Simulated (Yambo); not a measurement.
Yambo run on CO2 (space group Cmce, No. 64). The wavefunctions are PBEsol (pw.x of Quantum ESPRESSO, ONCV potentials, without SOC) ones on a 4×4×2 mesh (16 occupied bands); a = b = 3.5563 Å, c = 6.5872 Å, α = β = 90.00°, γ = 84.34°.

Yambo input:

```
rim_cut
gw0
dyson
el_el_corr
HF_and_locXC
cohsex
em1s
RandQpts= 1000000
RandGvec= 1 Ry
EXXRLvcs= 84 Ry
VXCRLvcs= 336 Ry
Chimod= "HARTREE"
% BndsRnXs
 1 | 153 |
%
NGsBlkXs= 8 Ry
% LongDrXs
 1.0 | 1.0 | 1.0 |
%
ExtendOut
% QPkrange
 1 | 1 | 16 | 17 |
 13 | 13 | 16 | 16 |
%
```

k points by index: 1 = Γ, 13 = (-0.5, -0.5, 0).

Table of the .qp output:

```
#    K-point    Band    Eo [eV]    E [eV]    E-Eo [eV]    Vxc [eV]    Vnlxc [eV]    Sc|Eo [eV]    Re(Z)    Im(Z)
#
    1    16    -0.560817    -4.915234    -4.354417    -19.20152    -24.72525    1.169308    1.000000    0.000000
    1    17    6.581838    7.364957    0.783119    -10.42429    -5.741835    -3.899341    1.000000    0.000000
    13    16    0.000000    -4.198160    -4.198160    -19.99928    -25.30078    1.103335    1.000000    0.000000
```
(The two width columns are left out.) Convergence of these settings isn't established.

Geometry of the Materials Project entry, not relaxed at this level.

The structure is a Materials Project entry; no match was found in the copy of COD used, and its stability was not checked.

The distance between layers or molecules is the database entry's, not relaxed here. Functionals without dispersion can leave it too large, which widens gaps and weakens the response across layers: the numbers belong to this cell.
